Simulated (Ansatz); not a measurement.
## SnPS$_{3}$: computed property card

SnPS$_{3}$:
```
SnPS3
1.0
    3.23026     1.86499     6.26541
   -3.23026     1.86499     6.26541
    0.00000    -3.72998     6.26541
Sn P S
2 2 6
Direct
  0.80849   0.80849   0.80849
  0.19151   0.19151   0.19151
  0.55843   0.55843   0.55843
  0.44157   0.44157   0.44157
  0.25227   0.66886   0.84149
  0.74773   0.33114   0.15851
  0.66886   0.84149   0.25227
  0.33114   0.15851   0.74773
  0.84149   0.25227   0.66886
  0.15851   0.74773   0.33114
```

Space group R-3 (No. 148); conventional cell a = b = 6.4605 Å, c = 18.7962 Å, α = β = 90.00°, γ = 120.00°.

Method: plane-wave PAW LDA (Ansatz code). The cell and atoms are relaxed at this level. Other levels are named where they apply.

Cell and energy:

```yaml
volume_per_atom: 22.65 Å³
density: 3.61 g/cm³
Formation energy from the elements (no fitted shifts): -0.33 eV/atom
```

Electronic structure:

```yaml
band_gap: 1.25 eV (indirect)
valence_band_maximum: off the standard path, at k = (0.286, -0.422, 0.464) in fractions of the reciprocal vectors
conduction_band_minimum: at T
smallest_direct_gap_on_the_standard_path: 1.51 eV
electron_effective_mass: 0.26, 0.26, 0.91 mₑ (principal values)
Electron effective mass with spin–orbit coupling: 0.26, 0.26, 0.91 mₑ (principal values)
hole_effective_mass: 0.29, 0.73, 1.5 mₑ (principal values)
Hole effective mass with spin–orbit coupling: 0.29, 0.73, 1.5 mₑ (principal values)
HSE06 gap on the LDA cell: 1.94 eV
Gap with spin–orbit coupling: 1.23 eV
```

Mechanics:

```yaml
Bulk modulus (Birch–Murnaghan fit): 19.6 GPa
Pressure derivative B′: 12.1
Elastic constants (relaxed ions, GPa): C11 = 55.2, C12 = 49.0, C13 = 10.6, C14 = 3.3, C33 = 23.9, C44 = 5.7, C15 = 1.9
mechanical_stability: marginal (the smallest eigenvalue of C is near zero)
```

Dielectric response:

```yaml
Electronic dielectric constant ε∞ (DFPT): 11.1 (xx = yy), 5.62 (zz)
Born charges (a third of the trace): Sn +3.59, P +2.32, S -1.97 e
```

Charges:

```yaml
bader_charges: Sn +1.00, P +1.01, S -0.67 e
```

The workflow started from a Materials Project entry (that database holds measured and hypothetical structures alike); the Crystallography Open Database copy checked does not list it. COD files the formula under space group No. 7, 14. Its standing as an ambient phase is unchecked. Symmetry was held in the LDA relaxation; whether a distortion lowers the energy is not shown. A crystal of weakly bound layers computed without a dispersion correction: the cell and the soft elastic constants depend strongly on that. The references are the lowest solids computed at this level, not always the standard phases. Spin–orbit coupling is left out wherever it is not named.

Potentials: the later of the program's two PAW sets.
